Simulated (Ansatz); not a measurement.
LiGeN in space group P6_3mc (No. 186; Li on 2b, Ge on 2a, N on 2b) at seven volumes, DFT-PBEsol in the program Ansatz with PAW potentials, shape and atoms relaxed at each. One row is withheld.

```csv
V (Å³/atom),P (GPa)
10.867,8.48
11.225,?
11.583,2.37
11.942,0.00
12.300,-1.99
12.658,-3.64
13.016,-4.95
```

Question: Fit the shown pressures and predict the withheld one.

Answer: Third-order Birch–Murnaghan: P = (3/2)B₀(x^(7/2) − x^(5/2))[1 + (3/4)(B′ − 4)(x − 1)] with x = (V₀/V)^(2/3). Least squares on the six rows gives V₀ = 11.941 Å³/atom, B₀ = 71.39 GPa, B′ = 4.92. At V = 11.225, x = 1.0421 and P = 5.14 GPa. The run itself gave 5.19 GPa.

The first step of the workflow began from a Materials Project structure, measured or hypothetical; the Crystallography Open Database copy checked does not list it. Its standing as an ambient phase is unchecked. The cell was relaxed with PBEsol under the symmetry of its start; whether a distortion lowers the energy is not shown.

Potentials: the later of the program's two PAW sets.
